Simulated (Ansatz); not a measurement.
A relaxation computed with Ansatz, from input to last step.

```yaml
crystal:
  lattice:
    - [2.442339826, 0.0, 0.0]
    - [-1.221169913, 2.1151283339, 0.0]
    - [0.0, 0.0, 12.0455831072]
  atoms:
    - { symbol: C, position: [0.0, 0.0, 0.1869204609] }
    - { symbol: C, position: [0.0, 0.0, 0.6869204609] }
    - { symbol: C, position: [0.0, 0.0, 0.3130795391] }
    - { symbol: C, position: [0.0, 0.0, 0.8130795391] }
    - { symbol: C, position: [0.3333333333, 0.6666666667, 0.5207777504] }
    - { symbol: C, position: [0.6666666667, 0.3333333333, 0.0207777504] }
    - { symbol: C, position: [0.3333333333, 0.6666666667, 0.9792222496] }
    - { symbol: C, position: [0.6666666667, 0.3333333333, 0.4792222496] }
    - { symbol: C, position: [0.3333333333, 0.6666666667, 0.6450818849] }
    - { symbol: C, position: [0.6666666667, 0.3333333333, 0.1450818849] }
    - { symbol: C, position: [0.3333333333, 0.6666666667, 0.8549181151] }
    - { symbol: C, position: [0.6666666667, 0.3333333333, 0.3549181151] }
basis:
  ecutwfc: 420
kpoints:
  mp_grid: { grid: [12, 12, 2] }
hamiltonian:
  xc: pbe
scf:
  occupations: { method: gaussian, width: 0.02 }
output:
  forces: true
  stress: true
  eigenvalues: true
relax:
  adjacent_minimum: "off"
  f_tol: 0.01
  max_steps: 30
  cell: { stress_tol: 0.1, fix: [volume] }
```

```bash
ansatz run input.yaml --threads 2 --pin off --max-ram 5120MiB --backend cpu --events-out ev --progress --plain --runs-dir out
```

Computed with DFT PBE, scalar-relativistic, plane waves, PAW (Ansatz).

The volume is held at 0.91 times that of the relaxed cell.

Of 4 frames 3 are shown, positions in Å and forces in eV/Å; the SCF threshold varies from step to step. Steps run on the plane waves of an earlier cell, with a Pulay correction in the pressure. The basis is chosen afresh for the last frame, the zero of the energies, and at times for earlier ones too; energy and pressure step there, also at an unchanged geometry.

```xyz
12
Lattice="2.4423 0.0000 0.0000 -1.2212 2.1151 0.0000 0.0000 0.0000 12.0456" Properties=species:S:1:pos:R:3:forces:R:3 pbc="T T T" step=1 free_energy_over_end_meV_per_atom=0.00 pressure_GPa=48.59
C     0.0000    0.0000    2.2516    0.0000    0.0000    0.0260
C     0.0000    0.0000    8.2744    0.0000    0.0000    0.0260
C     0.0000    0.0000    3.7712    0.0000    0.0000   -0.0260
C     0.0000    0.0000    9.7940    0.0000    0.0000   -0.0260
C     0.0000    1.4101    6.2731    0.0000    0.0000    0.0035
C     1.2212    0.7050    0.2503    0.0000    0.0000    0.0035
C     0.0000    1.4101   11.7953    0.0000    0.0000   -0.0035
C     1.2212    0.7050    5.7725    0.0000    0.0000   -0.0035
C     0.0000    1.4101    7.7704    0.0000    0.0000   -0.0137
C     1.2212    0.7050    1.7476    0.0000    0.0000   -0.0137
C     0.0000    1.4101   10.2980    0.0000    0.0000    0.0137
C     1.2212    0.7050    4.2752    0.0000    0.0000    0.0137
12
Lattice="2.4422 0.0000 0.0000 -1.2211 2.1150 0.0000 0.0000 0.0000 12.0471" Properties=species:S:1:pos:R:3:forces:R:3 pbc="T T T" step=2 free_energy_over_end_meV_per_atom=0.00 pressure_GPa=48.58
C     0.0000    0.0000    2.2521    0.0000    0.0000    0.0104
C     0.0000    0.0000    8.2756    0.0000    0.0000    0.0104
C     0.0000    0.0000    3.7715    0.0000    0.0000   -0.0104
C     0.0000    0.0000    9.7951    0.0000    0.0000   -0.0104
C     0.0000    1.4100    6.2739    0.0000    0.0000    0.0006
C     1.2211    0.7050    0.2504    0.0000    0.0000    0.0006
C     0.0000    1.4100   11.7968    0.0000    0.0000   -0.0006
C     1.2211    0.7050    5.7732    0.0000    0.0000   -0.0006
C     0.0000    1.4100    7.7713    0.0000    0.0000   -0.0035
C     1.2211    0.7050    1.7477    0.0000    0.0000   -0.0035
C     0.0000    1.4100   10.2994    0.0000    0.0000    0.0035
C     1.2211    0.7050    4.2759    0.0000    0.0000    0.0035
12
Lattice="2.4423 0.0000 0.0000 -1.2211 2.1151 0.0000 0.0000 0.0000 12.0464" Properties=species:S:1:pos:R:3:forces:R:3 pbc="T T T" step=4 free_energy_over_end_meV_per_atom=0.00 pressure_GPa=48.58
C     0.0000    0.0000    2.2521    0.0000    0.0000   -0.0011
C     0.0000    0.0000    8.2753    0.0000    0.0000   -0.0011
C     0.0000    0.0000    3.7711    0.0000    0.0000    0.0011
C     0.0000    0.0000    9.7943    0.0000    0.0000    0.0011
C     0.0000    1.4100    6.2736    0.0000    0.0000    0.0000
C     1.2211    0.7050    0.2504    0.0000    0.0000    0.0000
C     0.0000    1.4100   11.7960    0.0000    0.0000    0.0000
C     1.2211    0.7050    5.7728    0.0000    0.0000    0.0000
C     0.0000    1.4100    7.7708    0.0000    0.0000   -0.0010
C     1.2211    0.7050    1.7476    0.0000    0.0000   -0.0010
C     0.0000    1.4100   10.2988    0.0000    0.0000    0.0010
C     1.2211    0.7050    4.2756    0.0000    0.0000    0.0010
```

It took 9.6 s on 2 threads of Arm Neoverse V1, with other jobs on the host, peak memory 0.34 GiB.